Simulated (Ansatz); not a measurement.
AlN (zinc blende, F-43m), DFT-r²SCAN in the program Ansatz with PAW potentials. The conduction-band minimum lies at X, with 3 equivalent valleys. Second derivatives d²E/dk² of the lowest band at one valley (eV·Å²), along Cartesian directions:

```csv
direction,d²E/dk²
[100],14.87
[010],23.23
[001],23.23
[110],19.05
[101],19.05
[011],23.23
```

Q: Find the principal effective masses, the density-of-states mass and the conductivity mass.

A: Off-diagonal terms follow from H_xy = H[110] − (H_xx + H_yy)/2, and m*/mₑ = 7.620 eV·Å² over each eigenvalue: 0.33, 0.33, 0.51. One valley's DOS mass (m₁m₂m₃)^(1/3) = 0.38, conductivity mass 3/(Σ 1/mᵢ) = 0.37 mₑ.

Q: What effective density of states Nc follows at 300 K for parabolic valleys?

A: Nc = 2.509e19 × 3 × (0.38)^(3/2) ≈ 1.8e19 cm⁻³.

Q: With the computed static dielectric constant 8.02 (mean of the diagonal), estimate a hydrogenic donor's binding energy and radius.

A: E = 13.606 eV × 0.37/8.02² ≈ 78 meV; a = 0.529 Å × ε/m* ≈ 11 Å. Semilocal masses tend to be too small where the gap is.

Q: With ε∞ = 4.26 and ω_LO = 911 cm⁻¹, what Fröhlich coupling constant follows?

A: α = (1/ε∞ − 1/ε0) √(m* × 13.606 eV/ħω_LO) = 0.73.

Symmetry was held in the r²SCAN relaxation; phonons on a q-mesh show no instability.

Potentials: the earlier of the program's two PAW sets.
